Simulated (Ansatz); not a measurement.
## Mg2Ge2N, before and after

Recipe of this trial structure of Mg2Ge2N: random cell by space group and Wyckoff sites (P-6m2, No. 187). Its size is a rough estimate.

start.cif

```cif
data_structure
_symmetry_space_group_name_H-M 'P-6m2'
_symmetry_Int_Tables_number 187
_cell_length_a 3.9751
_cell_length_b 3.9751
_cell_length_c 6.7768
_cell_angle_alpha 90.000
_cell_angle_beta 90.000
_cell_angle_gamma 120.000
_cell_volume 92.74
loop_
_atom_site_label
_atom_site_type_symbol
_atom_site_symmetry_multiplicity
_atom_site_Wyckoff_symbol
_atom_site_fract_x
_atom_site_fract_y
_atom_site_fract_z
_atom_site_occupancy
Mg1 Mg 1 a 0.00000 0.00000 0.00000 1
Mg2 Mg 1 f 0.66667 0.33333 0.50000 1
Ge1 Ge 2 i 0.66667 0.33333 0.13265 1
N1 N 1 b 0.00000 0.00000 0.50000 1
```

The calculation used Ansatz 0.2.0, DFT PBE, scalar-relativistic, plane waves, PAW. Cutoff 420 eV, Gaussian smearing, Γ-centred meshes. Cell and atoms relax first on a coarse mesh and then on a finer one. In between, the cell is made exact in the group found at 0.06 Å. In metals the finer mesh still leaves noise of several meV/atom or more. The steps can't lower the symmetry of their start. No spin polarisation.

end.cif

```cif
data_structure
_symmetry_space_group_name_H-M 'P-6m2'
_symmetry_Int_Tables_number 187
_cell_length_a 3.3797
_cell_length_b 3.3797
_cell_length_c 9.9383
_cell_angle_alpha 90.000
_cell_angle_beta 90.000
_cell_angle_gamma 120.000
_cell_volume 98.31
loop_
_atom_site_label
_atom_site_type_symbol
_atom_site_symmetry_multiplicity
_atom_site_Wyckoff_symbol
_atom_site_fract_x
_atom_site_fract_y
_atom_site_fract_z
_atom_site_occupancy
Mg1 Mg 1 a 0.00000 0.00000 0.00000 1
Mg2 Mg 1 f 0.66667 0.33333 0.50000 1
Ge1 Ge 2 i 0.66667 0.33333 0.21895 1
N1 N 1 b 0.00000 0.00000 0.50000 1
```

The symmetry stays P-6m2 (No. 187). The volume per atom grows by 6.0 %, from 18.5 to 19.7 Å³. The shortest distance goes from 1.80 Å (Ge–Ge) to 1.95 Å (Mg–N). The ratio c/a of the conventional cell changes by a factor of 1.72. The energy falls by about 1.1 eV/atom (the start's value is from the coarse mesh).

```
Volume per atom                            : 19.66 Å³
Density                                    : 3.51 g/cm³
Energy over the elements                   : +0.40 eV/atom
Gap on the 12×12×4 mesh of the 5-atom cell : 0 eV (a metal)
```

Formation energies are uncorrected and refer to the elements' standard structures at the same level (N₂ as a molecule). The separate elements lie lower, so it is unstable against them.

The last run used Gaussian smearing of 0.10 eV. The cell is a metal run without spin; a magnetic state may lie lower. A structure relaxed within its symmetry needn't be a true minimum. In all, the 3 runs took 3.2 min on 1 thread of Intel(R) Xeon(R) Processor @ 2.70GHz, with other jobs on the host. Another cell of Mg2Ge2N relaxed alike, in P-3m1, lies 0.68 eV/atom lower, so this cell isn't the stable form at this level.
